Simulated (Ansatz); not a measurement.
InSb:
```xyz
2
Lattice="0.0000 3.0185 3.0185 3.0185 0.0000 3.0185 3.0185 3.0185 0.0000" Properties=species:S:1:pos:R:3 pbc="T T T"
In     0.0000     0.0000     0.0000
Sb     3.0185     3.0185     3.0185
```

Relaxed with PBEsol. Special points in fractions of this cell's reciprocal vectors: Γ (0.000, 0.000, 0.000); X (0.500, 0.000, 0.500); U (0.625, 0.250, 0.625); K (0.375, 0.375, 0.750); L (0.500, 0.500, 0.500); W (0.500, 0.250, 0.750).

### Question
List the band energies nearest the Fermi level at these points for PBEsol in the plane-wave PAW code Ansatz.

### Answer
In eV from the Fermi level; about four levels below and three above (degenerate sets whole), none deeper than 8.9 eV; points with the same levels are listed once.

```
k                    below                above
-  -----------------------  -------------------
Γ  -0.13 -0.01 -0.01 -0.01       6.24 6.24 6.24
X  -4.65 -3.28 -2.21 -2.21       3.17 8.60 8.60
U  -5.25 -4.14 -1.57 -0.39       5.08 6.16 7.08
L                    -6.60       0.41 0.41 2.24
W  -8.39 -5.03 -3.68 -3.68  2.13 3.46 6.32 6.32
```

Space group Fm-3m (rock salt). The workflow started from a Materials Project entry (that database holds measured and hypothetical structures alike); the Crystallography Open Database copy checked does not list it. It is not the phase usual at ambient conditions (space group No. 216). The PBEsol relaxation kept the symmetry of its start; whether a distortion lowers the energy is not shown. Scalar-relativistic: spin–orbit coupling is off unless named, which matters more the heavier the elements.

Potentials: the later of the program's two PAW sets.
